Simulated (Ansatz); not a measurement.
TiSnS in space group P4/nmm (No. 129; Ti on 2c, Sn on 2a, S on 2c) under volume change, PBEsol in the plane-wave PAW code Ansatz, shape and atoms relaxed at each volume.

```json
[
 {"V (Å³/atom)": "16.866", "E − E(relaxed) (meV/atom)": "___", "P (GPa)": "___"},
 {"V (Å³/atom)": "17.422", "E − E(relaxed) (meV/atom)": "24.3", "P (GPa)": "7.41"},
 {"V (Å³/atom)": "17.978", "E − E(relaxed) (meV/atom)": "5.7", "P (GPa)": "3.40"},
 {"V (Å³/atom)": "18.534", "E − E(relaxed) (meV/atom)": "0.0", "P (GPa)": "0.00"},
 {"V (Å³/atom)": "19.090", "E − E(relaxed) (meV/atom)": "5.1", "P (GPa)": "-2.87"},
 {"V (Å³/atom)": "19.646", "E − E(relaxed) (meV/atom)": "___", "P (GPa)": "___"},
 {"V (Å³/atom)": "20.202", "E − E(relaxed) (meV/atom)": "41.3", "P (GPa)": "-7.30"}
]
```

**Question.** Complete the blanks.

**Answer.** 
- 16.866, E − E(relaxed) (meV/atom): 58.0
- 16.866, P (GPa): 12.17
- 19.646, E − E(relaxed) (meV/atom): 19.4
- 19.646, P (GPa): -5.28

**Question.** What does a third-order Birch–Murnaghan fit give for V₀, B₀ and B′?

**Answer.** V₀ = 18.53 Å³/atom, B₀ = 104 GPa, B′ = 4.6.

The start of the workflow was typed in or built on a structure type; neither database checked (COD, Materials Project) lists it. Its standing as an ambient phase is unchecked. Symmetry was held in the PBEsol relaxation; its stability against distortions is not shown here. The workflow began spin-polarised and lost its moments. The volume moved by -16 % from the start of the relaxation. Spin–orbit coupling is left out wherever it is not named.

Potentials: the later of the program's two PAW sets.
